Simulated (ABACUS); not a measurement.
A self-consistent single point of AlV₂C (P6_3/mmc, 8 atoms in the cell; from Materials Project mp-1025497, changed as shown).

```
CELL_PARAMETERS angstrom
      2.82985     0.00000     0.00000
     -1.41492     2.45072     0.00000
      0.00000     0.00000    12.84272
ATOMIC_POSITIONS crystal
  Al 0.33333 0.66667 0.25000
  Al 0.66667 0.33333 0.75000
  V  0.33333 0.66667 0.58638
  V  0.66667 0.33333 0.41362
  V  0.66667 0.33333 0.08638
  V  0.33333 0.66667 0.91362
  C  0.00000 0.00000 0.00000
  C  0.00000 0.00000 0.50000
```

All values come from this method and carry its errors: PBEsol, PseudoDojo 0.4 standard norm-conserving PBEsol (tails mended) pseudopotentials (plane waves; ABACUS).

ABACUS settings:

```
setting                                                                  value
---------------  -------------------------------------------------------------
KPT                                                        Gamma 18 18 4 0 0 0
basis_type                                                                  pw
ecutwfc                                                                  84 Ry
smearing_method                                                             fd
smearing_sigma                                                   0.00734986 Ry
potentials       PseudoDojo 0.4 standard norm-conserving PBEsol (tails mended)
symmetry                                                                     1
symmetry_prec                                                            1e-05
ks_solver                                                         dav_subspace
scf_nmax                                                                   100
scf_thr                                                             1.0e-09 Ry
mixing_type                                                            broyden
mixing_beta                                                                0.4
```

Results:

```
Quantity                                                 Result
------------------------------------------------  -------------
Number of valence electrons                                  66
Number of bands                                              43
Number of k-points after the program's reduction            111
Number of plane waves (most at a k-point)                  7865
Number of SCF iterations                                     11
FFT grid                                          32 × 32 × 144
Free energy E − TS                                -8482.0518 eV
Fermi level (on the code's own zero)                   14.92 eV
Pressure                                              10.51 GPa
Largest force (vector length)                        0.166 eV/Å
```

Forces (eV/Å):
```csv
atom,Fx,Fy,Fz
Al1,0.000,0.000,0.000
Al2,0.000,0.000,0.000
V3,0.000,0.000,0.166
V4,0.000,0.000,-0.166
V5,0.000,0.000,0.166
V6,0.000,0.000,-0.166
C7,0.000,0.000,0.000
C8,0.000,0.000,0.000
```

Stress (GPa, positive for compression):
```
10.60   0.00   0.00
 0.00  10.60   0.00
 0.00   0.00  10.34
```

For comparison: a first run was changed to give this one (lattice scaled by 0.98), and from it to this one the free energy rises by 13.7 meV/atom, the pressure goes from -3.54 to 10.51 GPa and the largest force goes from 0.481 to 0.166 eV/Å.

The run has no spin polarisation, so moments on V cannot form. The structure comes from a collection of computed structures, made at another level of theory; the collection holds predicted forms beside known ones.

Cost on one core: about 14 core-minutes (a rough figure).

“Tails mended”: in these copies of the files the far tail of each local potential was reset to the Coulomb form.
